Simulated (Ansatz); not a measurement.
Consider the following.

SnMo2N:
```yaml
crystal:
  lattice:
    - [3.25636, 0.00000, 0.00000]
    - [-1.62818, 2.82009, 0.00000]
    - [0.00000, 0.00000, 13.05210]
  atoms:
    - { symbol: Sn, position: [0.33333, 0.66667, 0.75000] }
    - { symbol: Sn, position: [0.66667, 0.33333, 0.25000] }
    - { symbol: Mo, position: [0.33333, 0.66667, 0.07605] }
    - { symbol: Mo, position: [0.66667, 0.33333, 0.57605] }
    - { symbol: Mo, position: [0.66667, 0.33333, 0.92395] }
    - { symbol: Mo, position: [0.33333, 0.66667, 0.42395] }
    - { symbol: N, position: [0.00000, 0.00000, 0.00000] }
    - { symbol: N, position: [0.00000, 0.00000, 0.50000] }
```

This is the PBE-relaxed structure.

Problem. All from plane-wave PAW PBE (Ansatz code), unless another level is named. Estimate the electronic character.

Solution. metallic (no gap).

Problem. Predict the density of states at the Fermi level.

Solution. 0.76 states/eV per atom (mean over ±0.08 eV).

Problem. Next, the formation energy from the elements (no fitted shifts)?

Solution. -13 meV/atom.

Space group P6_3/mmc. The start of the workflow was typed in or built on a structure type; neither database checked (COD, Materials Project) lists it. Whether it is the stable phase at ambient conditions was not checked. The cell was relaxed with PBE under the symmetry of its start; its stability against distortions is not shown here. The workflow began spin-polarised and lost its moments. The references are the lowest solids computed at this level, not always the standard phases (solids in place of the gases). Scalar-relativistic: spin–orbit coupling is off unless named, which matters more the heavier the elements.

Potentials: the earlier of the program's two PAW sets.
